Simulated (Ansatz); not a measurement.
Relaxed-ion elastic tensor of LuBPd3 (cubic perovskite, Pm-3m) in GPa (Voigt order), LDA in the plane-wave PAW code Ansatz; density 11.42 g/cm³, 14.69 Å³ per atom.

```
287  128  128  0.0  0.0  0.0
128  287  128  0.0  0.0  0.0
128  128  287  0.0  0.0  0.0
0.0  0.0  0.0  4.0  0.0  0.0
0.0  0.0  0.0  0.0  4.0  0.0
0.0  0.0  0.0  0.0  0.0  4.0
```

Task: Is the crystal mechanically stable?

Result: Yes: the smallest eigenvalue of C is 4.0 GPa.

Task: Work out the Voigt and Reuss bounds. Is their mean of use?

Result: K_V = 181, K_R = 181; G_V = 34.1, G_R = 6.4 GPa. The bounds lie so far apart that a Hill average or a Debye temperature from it would say little.

The workflow started from an entry of the Crystallography Open Database (COD). Its standing as an ambient phase is unchecked. The cell was relaxed with LDA under the symmetry of its start; of distortions, only those at the zone centre were tested. The run is not spin-polarised. As this level gives no gap, shear constants depend on the k-mesh and smearing (Fermi–Dirac, 0.1 eV here). Spin–orbit coupling is left out wherever it is not named.

Potentials: the later of the program's two PAW sets.
